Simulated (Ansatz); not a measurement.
# Cd3HgO4: relaxed-ion elastic tensor

Level of theory: DFT PBE, scalar-relativistic, plane waves, PAW in Ansatz 0.2.0. Plane waves to 420 eV; Γ-centred k mesh 12×12×4; Fermi-Dirac smearing of 0.15 eV. No spin polarisation.

The cell, relaxed at this level:
```yaml
crystal:
  lattice:
    - [3.39140, 0.00000, 0.00000]
    - [0.00000, 3.39140, 0.00000]
    - [0.00000, 0.00000, 9.67945]
  atoms:
    - { symbol: Cd, position: [0.00000, 0.00000, 0.74663] }
    - { symbol: Cd, position: [0.00000, 0.00000, 0.25337] }
    - { symbol: Cd, position: [0.50000, 0.50000, 0.50000] }
    - { symbol: Hg, position: [0.50000, 0.50000, 0.00000] }
    - { symbol: O, position: [0.00000, 0.00000, 0.00000] }
    - { symbol: O, position: [0.50000, 0.50000, 0.25677] }
    - { symbol: O, position: [0.00000, 0.00000, 0.50000] }
    - { symbol: O, position: [0.50000, 0.50000, 0.74323] }
```

The cell was found from a structure generator's guess, not taken from experiment. In a metal, frequencies and elastic constants depend on the k mesh and the smearing, soft modes and shear constants most. Spin–orbit coupling is left out, which matters for heavy elements.

(1) Give the relaxed-ion elastic constants (GPa, Voigt order xx yy zz yz xz xy, on the Cartesian axes of the cell above).

(2) Is the crystal stable against homogeneous strain?

(3) And the moduli of a polycrystal (Hill averages)?

## Answers

(1)
C11 = 175.8, C12 = 93.6, C13 = 100.4, C22 = 175.8, C23 = 100.4, C33 = 153.7, C44 = 38.1, C55 = 38.1, C66 = 28.7 GPa; the others vanish.

(2) Yes: the least eigenvalue of the tensor is 28.7 GPa.

(3) B = 121 GPa, G = 35 GPa, E = 95 GPa, ν = 0.37.
